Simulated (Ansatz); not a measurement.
Input:

SiO2:
```yaml
crystal:
  lattice:
    - [4.18476, 0.00000, 0.00000]
    - [0.00000, 4.18476, 0.00000]
    - [0.00000, 0.00000, 2.66844]
  atoms:
    - { symbol: Si, position: [0.50000, 0.50000, 0.50000] }
    - { symbol: Si, position: [0.00000, 0.00000, 0.00000] }
    - { symbol: O, position: [0.69390, 0.69390, 0.00000] }
    - { symbol: O, position: [0.30610, 0.30610, 0.00000] }
    - { symbol: O, position: [0.80610, 0.19390, 0.50000] }
    - { symbol: O, position: [0.19390, 0.80610, 0.50000] }
```

This is the r²SCAN-relaxed structure. x, y and z are the axes in which the lattice vectors are written.

Q: All from DFT-r²SCAN in the program Ansatz with PAW potentials, unless another level is named. Estimate the Debye temperature from the elastic constants.

A: 1210 K.

Q: Give the elastic constants (relaxed ions, GPa).

A: C11 = 453, C12 = 203, C13 = 196, C33 = 768, C44 = 257, C66 = 322.

Q: And the highest zone-centre frequency (without LO–TO term)?

A: 958 cm⁻¹.

Q: What about the vibrational entropy at 300 K?

A: 8.1 J/(K·mol of atoms).

Space group P4_2/mnm (rutile). This is a known high-pressure phase of the composition, computed here at zero pressure and temperature. The cell was relaxed with r²SCAN under the symmetry of its start; phonons on a q-mesh show no instability.

Potentials: the earlier of the program's two PAW sets.
